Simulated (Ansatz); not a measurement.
YF$_{3}$, in the lowest among the structures calculated here: Pnma (No. 62), oP16; a = 6.330 Å, b = 6.839 Å, c = 4.369 Å, α = β = γ = 90.00°; Y 4c (0.369, 0.250, 0.061); F 8d (0.165, 0.063, 0.378); F 4c (0.023, 0.250, 0.911). Method: PBEsol (plane waves to 420 eV, PAW, scalar-relativistic; Ansatz, a program for electronic structure). Element references, the lowest calculated here: Y (R-3m, not the ambient form), F (R-3m, a generated molecular cell); gases are represented by their molecular solids.

Total energies (eV/atom, σ → 0; comparable only within this code, potentials and settings):

```
phase       E (eV/atom)
----------  -----------
YF3 (Pnma)    -1551.159
Y (R-3m)      -3795.074
F (R-3m)       -797.657
```

**Question.** What is the formation energy of this Pnma form of YF3 from the elements?

**Answer.** E_f = -1551.159 − [1 × (-3795.074) + 3 × (-797.657)] / 4 = -4.15 eV/atom (-16.6 eV per formula unit).

Static energies, no anion corrections, no zero-point energy. Values are rounded to 0.01 eV/atom. The compounds carry no spin polarisation.
